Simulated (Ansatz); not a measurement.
NMR crystallography of MgSc2V2O8: given against relaxed positions

Start: a computed structure from the Materials Project (it need not be an observed phase), taken as it stands.

```yaml
crystal:
  lattice:
    - [4.93459, 0.00000, 0.00000]
    - [-1.09910, 4.84522, 0.00000]
    - [-1.93464, -2.39411, 7.10229]
  atoms:
    - { symbol: Mg, position: [0.73516, 0.98062, 0.96514] }
    - { symbol: Sc, position: [0.40908, 0.66082, 0.32003] }
    - { symbol: Sc, position: [0.57022, 0.31920, 0.63980] }
    - { symbol: V, position: [0.92901, 0.18054, 0.35910] }
    - { symbol: V, position: [0.06847, 0.81731, 0.63551] }
    - { symbol: O, position: [0.72010, 0.45422, 0.42219] }
    - { symbol: O, position: [0.20189, 0.96913, 0.42215] }
    - { symbol: O, position: [0.42171, 0.08862, 0.80303] }
    - { symbol: O, position: [0.88371, 0.70977, 0.80365] }
    - { symbol: O, position: [0.26726, 0.53595, 0.55943] }
    - { symbol: O, position: [0.79273, 0.02290, 0.55990] }
    - { symbol: O, position: [0.61883, 0.86622, 0.17196] }
    - { symbol: O, position: [0.05267, 0.30719, 0.17143] }
```

Atom numbers follow the list; atoms alike are taken as one site, whose name carries the number of the first.

Computed with Ansatz: DFT, PBE, plane waves and PAW, scalar-relativistic, collinear spin, 420 eV cutoff, Γ-centred 5×5×4 k-points, Fermi–Dirac smearing 0.02 eV. Start moments as typed (μB): 1 on each V, none on the rest.

The largest force at the start is 0.49 eV/Å. Relaxing the ions at fixed cell moves them by 0.030 Å at most (atom 2, Sc) and 0.022 Å rms. End positions:

```
CELL_PARAMETERS angstrom
4.93459 0.00000 0.00000
-1.09910 4.84522 0.00000
-1.93464 -2.39411 7.10229
ATOMIC_POSITIONS crystal
Mg 0.73398 0.98120 0.96462
Sc 0.41179 0.66257 0.32426
Sc 0.56833 0.31705 0.63555
V 0.92825 0.17889 0.35691
V 0.06915 0.81785 0.63732
O 0.72060 0.44952 0.42140
O 0.20103 0.97233 0.42157
O 0.41801 0.08649 0.80075
O 0.88421 0.71154 0.80105
O 0.26502 0.53914 0.56096
O 0.79644 0.02081 0.56105
O 0.62210 0.86778 0.17413
O 0.05191 0.30735 0.17376
```

| site | atom | moved (Å) | first shell before | first shell after | V_zz before (10²¹ V/m²) | η before |
| --- | --- | --- | --- | --- | --- | --- |
| Mg | 1 | 0.008 | 4 O at 1.99–2.00 Å | 4 O at 2.00–2.01 Å | 1.52 | 0.66 |
| Sc2 | 2 | 0.030 | 6 O at 2.03–2.31 Å | 6 O at 2.05–2.30 Å | -4.38 | 0.35 |
| Sc3 | 3 | 0.030 | 6 O at 2.06–2.19 Å | 6 O at 2.08–2.17 Å | -4.23 | 0.18 |
| V4 | 4 | 0.016 | 6 O at 1.90–2.09 Å | 6 O at 1.87–2.11 Å | 7.13 | 0.04 |
| V5 | 5 | 0.013 | 6 O at 1.87–2.16 Å | 6 O at 1.85–2.18 Å | -5.19 | 0.40 |
| O6 | 6 | 0.024 | 2 V at 1.92–2.16 Å, 2 Sc at 2.13–2.19 Å | 2 V at 1.91–2.18 Å, 2 Sc at 2.13–2.16 Å | -2.22 | 0.61 |
| O7 | 7 | 0.019 | 2 V at 1.92–2.16 Å, 2 Sc at 2.13–2.19 Å | 2 V at 1.91–2.18 Å, 2 Sc at 2.13–2.17 Å | -2.26 | 0.60 |
| O11 | 11 | 0.024 | 2 V at 1.94–2.09 Å, 2 Sc at 2.09–2.31 Å | 2 V at 1.92–2.11 Å, 2 Sc at 2.10–2.30 Å | 2.70 | 0.21 |
| O12 | 12 | 0.019 | 1 V at 1.90 Å, 1 Mg at 1.99 Å, 1 Sc at 2.03 Å | 1 V at 1.87 Å, 1 Mg at 2.00 Å, 1 Sc at 2.05 Å | -2.09 | 0.45 |
| O13 | 13 | 0.019 | 1 V at 1.90 Å, 1 Mg at 2.00 Å, 1 Sc at 2.03 Å | 1 V at 1.87 Å, 1 Mg at 2.01 Å, 1 Sc at 2.05 Å | -2.10 | 0.45 |

Question: How do the gradients change?

Answer: 

```csv
site,atom,V_zz after,η after,change of V_zz
Mg,1,1.56,0.69,+0.04
Sc2,2,-4.12,0.40,+0.26
Sc3,3,-4.01,0.18,+0.22
V4,4,6.73,0.04,-0.40
V5,5,-4.80,0.27,+0.39
O6,6,-2.15,0.78,+0.07
O7,7,-2.16,0.78,+0.10
O11,11,2.73,0.15,+0.03
O12,12,-1.83,0.39,+0.26
O13,13,-1.83,0.37,+0.27
```

The largest change of V_zz is on V4, from 7.13 to 6.73. In per cent, |V_zz| changes by +3 on Mg, -6 to -5 on Sc, -7 to -6 on V, -13 to +1 on O (all sites that start above 0.5). Where |V_zz| stays above 0.1, η moves most on O7, from 0.60 to 0.78. The table leaves out 3 of the 13 sites, with |V_zz| up to 2.75; their tensors move by 0.25 at most along any direction. The statements above cover all sites.

All moments are parallel here, as the start or the cell imposes; many such compounds order antiparallel, where fields and spin densities carried over to other atoms largely cancel. The magnetic order is the one that the run reached from its start moments, not necessarily the measured one.
Before: With a gap of 0.13 eV under a smearing of 0.02 eV the band edges are partly filled, so small gradients can hang on the smearing and the k-mesh.
After: With a gap of 0.15 eV under a smearing of 0.02 eV the band edges are partly filled, so small gradients can hang on the smearing and the k-mesh.
